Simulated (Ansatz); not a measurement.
# NaC₈: rattling a relaxed structure

The structure comes from a generated guess, relaxed at this level; another structure or a mixture of phases may lie lower.

Theory: DFT PBE+D3(BJ), scalar-relativistic, plane waves, PAW (Ansatz 0.2.0). Settings: cutoff 420 eV, Γ-centred mesh 12×12×8 on the computed 9-atom cell, Gaussian smearing of 0.10 eV; no spin polarisation.

The cell below (9 atoms, space group P6/mmm (No. 191)) is relaxed within its symmetry.

```
CELL_PARAMETERS angstrom
4.97600 0.00000 0.00000
-2.48800 4.30934 0.00000
0.00000 0.00000 4.49613
ATOMIC_POSITIONS crystal
Na 0.00000 0.00000 0.50000
C 0.33467 0.16734 0.00000
C 0.33333 0.66667 0.00000
C 0.83266 0.16734 0.00000
C 0.83266 0.66533 0.00000
C 0.16734 0.33467 0.00000
C 0.16734 0.83266 0.00000
C 0.66667 0.33333 0.00000
C 0.66533 0.83266 0.00000
```

For the test it was strained at random (σ = 1.5 % a component), the atoms were moved at random (σ = 0.10 Å), and all was relaxed again on a coarse 6×6×6 mesh (in the run’s order of axes) with 0.20 eV smearing, with no symmetry imposed.

An odd number of electrons in the primitive cell allows no gap without spin; a larger cell or a magnetic state could open one.

Question: What happens?

Answer: It returns, within 1 meV/atom of the unmoved cell on that mesh and with the same symmetry when read at 0.1 Å (C2 at 0.01 Å, so small strains and shifts remain). No instability shows in this cell; modes of other wave vectors, which need another repeat, aren't tested.
